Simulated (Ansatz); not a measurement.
Cu Kα1 powder pattern (kinematic, no thermal factors).
| 2θ (°) | relative intensity |
| --- | --- |
| 14.62 | 4 |
| 22.01 | 58 |
| 29.50 | 35 |
| 30.36 | 93 |
| 31.26 | 73 |
| 33.85 | 8 |
| 37.11 | 21 |
| 37.81 | 60 |
| 42.84 | 100 |
| 43.46 | 66 |
| 44.13 | 45 |
| 46.10 | 1 |
| 48.67 | 69 |
| 49.24 | 28 |
| 52.91 | 1 |
| 53.40 | 31 |
| 55.16 | 2 |
| 58.45 | 24 |
| 61.21 | 9 |
| 62.22 | 6 |
| 63.15 | 22 |
| 63.67 | 15 |
| 64.27 | 1 |
| 67.75 | 11 |
| 69.85 | 20 |
| 69.89 | 5 |
| 70.80 | 3 |
| 71.22 | 14 |
| 71.67 | 19 |
| 72.16 | 15 |
| 73.61 | 1 |
| 75.57 | 12 |
| 76.02 | 16 |
| 78.03 | 19 |
| 78.06 | 9 |
| 79.05 | 1 |
| 79.34 | 33 |
| 83.57 | 29 |
| 86.00 | 12 |
| 86.86 | 2 |
| 86.97 | 3 |

The pattern is computed from a structure relaxed with DFT PBE, scalar-relativistic, plane waves, PAW in Ansatz. No spin polarisation. Its elements are Al, F, Ta.

Task: Give the structure.

Result: Ta$_{2}$AlF$_{3}$.
Space group P4/mmm (No. 123). a = 2.942 Å, b = 2.942 Å, c = 12.104 Å, α = 90.00°, β = 90.00°, γ = 90.00°
| atom | site | symmetry | x | y | z |
| --- | --- | --- | --- | --- | --- |
| Ta | 2h | 4mm | 0.5000 | 0.5000 | 0.8821 |
| Al | 1d | 4/mmm | 0.5000 | 0.5000 | 0.5000 |
| F | 1a | 4/mmm | 0.0000 | 0.0000 | 0.0000 |
| F | 2g | 4mm | 0.0000 | 0.0000 | 0.7765 |

A pattern alone doesn't exclude other cells with like lines; this is the one computed.

Another cell of Ta2AlF3 relaxed alike, in R-3m, lies 0.80 eV/atom lower, so this cell isn't the stable form at this level.

The cell was found from a structure generator's guess, not taken from experiment. No dispersion correction is applied, so the spacing between layers, chains or molecules is poorly fixed.
